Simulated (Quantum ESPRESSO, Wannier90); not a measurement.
## Tight-binding from DFT: Si₂Mo (I4/mmm)

```xyz
3
Lattice="3.2043 0.0000 0.0000 0.0000 3.2043 0.0000 -1.6021 -1.6021 3.9081" Properties=species:S:1:pos:R:3 pbc="T T T"
Si    -1.6021    -1.6021     1.2863
Si     1.6021     1.6021    -1.2863
Mo     0.0000     0.0000     0.0000
```

Materials Project entry mp-2592; symmetrised, unrelaxed at this level. COD (Crystallography Open Database) has an entry of this formula and space group (matched by these alone). Computed values, not measurements, from PBE: Quantum ESPRESSO (norm-conserving PseudoDojo potentials, cutoff 64 Ry, no spin polarisation, no spin-orbit coupling) on a Γ-centred 10×10×10 mesh, then Wannier90. Density: 10×10×10 mesh, cold smearing 0.01 Ry.

A tight-binding model is made by disentanglement and projection with no localisation steps (num_iter = 0), so the 17 orbitals stay atom-like: hydrogen-like Si: s;p; Mo: s;p;d, axes along x, y, z; frozen window up to 1.50 eV relative to the Fermi level. It follows pw.x to 3.2 meV rms for states up to 1.0 eV relative to the Fermi level. Matrix elements depend on this choice of orbitals and windows.

What are the on-site energies relative to the Fermi level, and how fast do the hoppings decay?


```json
[
 {"atom": "Si1", "orbitals": "s", "energy (eV)": "-3.26"},
 {"atom": "Si1", "orbitals": "pz", "energy (eV)": "3.74"},
 {"atom": "Si1", "orbitals": "px py", "energy (eV)": "3.22"},
 {"atom": "Si2", "orbitals": "s", "energy (eV)": "-3.26"},
 {"atom": "Si2", "orbitals": "pz", "energy (eV)": "3.74"},
 {"atom": "Si2", "orbitals": "px py", "energy (eV)": "3.22"},
 {"atom": "Mo3", "orbitals": "s", "energy (eV)": "4.41"},
 {"atom": "Mo3", "orbitals": "pz px py", "energy (eV)": "8.85"},
 {"atom": "Mo3", "orbitals": "dz2", "energy (eV)": "-0.02"},
 {"atom": "Mo3", "orbitals": "dxz dyz", "energy (eV)": "-0.05"},
 {"atom": "Mo3", "orbitals": "dx2-y2", "energy (eV)": "-0.13"},
 {"atom": "Mo3", "orbitals": "dxy", "energy (eV)": "-0.07"}
]
```

| distance of the centres (Å) | largest modulus (eV) |
|---|---|
| 2–3 | 3.9 |
| 3–4 | 1.2 |
| 4–5 | 1.4 |
| 5–6 | 0.53 |
| 6–7 | 0.22 |
| 7–8 | 0.57 |
| 8–9 | 0.048 |
| 9–10 | 0.055 |
| 10–11 | 0.039 |
| 11–12 | 0.032 |
| 12–13 | 0.014 |
